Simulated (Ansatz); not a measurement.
# Relaxing a structure of Hf$_{3}$N$_{4}$

The start is a randomly generated symmetric cell of Hf3N4 (space group No. 47). The cell and all atomic positions are relaxed at zero pressure with PBE (plane waves to 420 eV, PAW, scalar-relativistic; Ansatz, a first-principles code). The first steps use a coarse 5×5×5 k-mesh.

The start:
```yaml
crystal:
  lattice:
    - [4.42686, 0.00000, 0.00000]
    - [0.00000, 4.53002, 0.00000]
    - [0.00000, 0.00000, 4.78286]
  atoms:
    - { symbol: Hf, position: [0.00000, 0.00000, 0.00000] }
    - { symbol: Hf, position: [0.50000, 0.00000, 0.00000] }
    - { symbol: Hf, position: [0.50000, 0.00000, 0.50000] }
    - { symbol: N, position: [0.75895, 0.50000, 0.00000] }
    - { symbol: N, position: [0.24105, 0.50000, 0.00000] }
    - { symbol: N, position: [0.00000, 0.33552, 0.50000] }
    - { symbol: N, position: [0.00000, 0.66448, 0.50000] }
```

### Question
By how much does the energy per atom fall from start to end?

### Answer
About 2.0 eV/atom.

### Question
How does the volume per atom move from start to end?

### Answer
+18.6 %, from 13.70 to 16.26 Å³/atom.

### Question
How do the shortest distances between atoms change?

### Answer
The closest pairs of elements (up to four, under 3.6 Å), start → end: N–N 1.49 → 1.14 Å; Hf–N 2.50 → 2.18 Å; Hf–Hf 2.21 → 2.93 Å.

### Question
Give the final cell and atomic positions.

### Answer

```cif
data_Hf3N4
_chemical_formula_sum 'Hf3 N4'
_space_group_name_H-M_alt 'Pmmm'
_space_group_IT_number 47
_space_group_name_Hall '-P 2 2'
_cell_length_a 3.26591
_cell_length_b 5.85892
_cell_length_c 5.94727
_cell_angle_alpha 90.000
_cell_angle_beta 90.000
_cell_angle_gamma 90.000
loop_
_space_group_symop_operation_xyz
  'x, y, z'
  '-x, -y, -z'
  '-x, -y, z'
  'x, y, -z'
  'x, -y, -z'
  '-x, y, z'
  '-x, y, -z'
  'x, -y, z'
loop_
_atom_site_label
_atom_site_type_symbol
_atom_site_symmetry_multiplicity
_atom_site_Wyckoff_symbol
_atom_site_fract_x
_atom_site_fract_y
_atom_site_fract_z
_atom_site_occupancy
Hf1 Hf 1 a 0.00000 0.00000 0.00000 1
Hf2 Hf 1 e 0.00000 0.50000 0.00000 1
Hf3 Hf 1 g 0.00000 0.50000 0.50000 1
N1 N 2 o 0.50000 0.24728 0.00000 1
N2 N 2 j 0.32585 0.00000 0.50000 1
```

The space group stays Pmmm (No. 47) (the run could not lower it), with 7 atoms in the primitive cell. Final values are on a 14×8×8 k-mesh of the relaxed cell. The start holds a very short contact (N–N 1.49 Å). The relaxed cell holds bonded N–N pairs (1.14 Å). No spin polarisation in the result.

The run could not lose the symmetry of its start: the end is stationary, and may be a saddle point rather than a minimum.

The relaxed structure here is a generated cell of Hf3N4: the first start was made by a random draw of sites in a space group, and the end was not matched to a known phase here, so it may be hypothetical.
